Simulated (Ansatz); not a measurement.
A: Na (bcc, W type), a = b = c = 4.197 Å, α = β = γ = 90.00°
B: BAs (zinc blende), a = b = c = 4.809 Å, α = β = γ = 90.00°
C: LaHg (CsCl type), a = b = c = 3.9153 Å, α = β = γ = 90.00°

Scan: energy against volume (even scaling of the relaxed cell, symmetry kept). All come from one method, each on a k mesh of its own. All were relaxed with their symmetry unable to fall. LaHg is run without spin polarisation. Spin-orbit coupling is left out.

Question: Order them by bulk modulus (fitted) (highest first) at the level PBE (plane waves to 420 eV, PAW, scalar-relativistic; Ansatz, an electronic-structure program).

Answer: B (131 GPa), C (49.5 GPa), A (7.8 GPa)

(A scan under strain: stresses follow from slopes of the energy per volume, elastic moduli from its curvatures.)
